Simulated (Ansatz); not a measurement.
A geometry of SiO2 away from equilibrium: step 2 of the relaxation of a generated trial cell of SiO2 in the rutile structure type. These are r2SCAN (plane waves to 500 eV, PAW, scalar-relativistic; Ansatz, a first-principles code) values and carry that method's errors. Γ-centred k-mesh 6×6×8 on the run's cell (coarser than for final values), Fermi–Dirac smearing 0.05 eV. The plane waves were selected for a different cell earlier on the path.

```xyz
6
Lattice="4.2497 0.0000 0.0000 0.0000 4.2497 0.0000 0.0000 0.0000 2.7416" Properties=species:S:1:pos:R:3 pbc="T T T"
Si     0.0000     0.0000     0.0000
Si     2.1249     2.1249     1.3708
O      1.2982     1.2982     0.0000
O      3.4231     0.8267     1.3708
O      0.8267     3.4231     1.3708
O      2.9515     2.9515     0.0000
```

Give the Cartesian forces on all atoms (eV/Å).


```tsv
atom	Fx	Fy	Fz
Si1	0.00	0.00	0.00
Si2	0.00	0.00	0.00
O3	0.26	0.26	0.00
O4	0.26	-0.26	0.00
O5	-0.26	0.26	0.00
O6	-0.26	-0.26	0.00
```

The path ends in P4₂/mnm (No. 136) (rutile type). No spin polarisation in the result.

The run could not lose the symmetry of its start.
